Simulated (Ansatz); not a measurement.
Input:

Bi₂Pd:
```xyz
3
Lattice="-1.6804 1.6804 6.4062 1.6804 -1.6804 6.4062 1.6804 1.6804 -6.4062" Properties=species:S:1:pos:R:3 pbc="T T T"
Pd     0.0000     0.0000     0.0000
Bi     0.0000     0.0000     4.6556
Bi     0.0000     0.0000     8.1569
```

This is the PBEsol-relaxed structure.

Problem. All from DFT-PBEsol in the program Ansatz with PAW potentials, unless another level is named. Estimate the highest zone-centre frequency.

Solution. 105 cm⁻¹.

Problem. And the bulk modulus (Birch–Murnaghan fit)?

Solution. 61.2 GPa.

Space group I4/mmm (MoSi2 or CaC2 type). The workflow started from an entry of the Crystallography Open Database (COD), which files this formula under 2 space groups. Whether it is the stable phase at ambient conditions was not checked. The PBEsol relaxation kept the symmetry of its start; of distortions, only those at the zone centre were tested. No spin polarisation was allowed. As this level gives no gap, phonon frequencies hold no LO–TO term and depend on the k-mesh and smearing (Fermi–Dirac, 0.1 eV here). Scalar-relativistic: spin–orbit coupling is off unless named, which matters more the heavier the elements.

Potentials: the later of the program's two PAW sets.
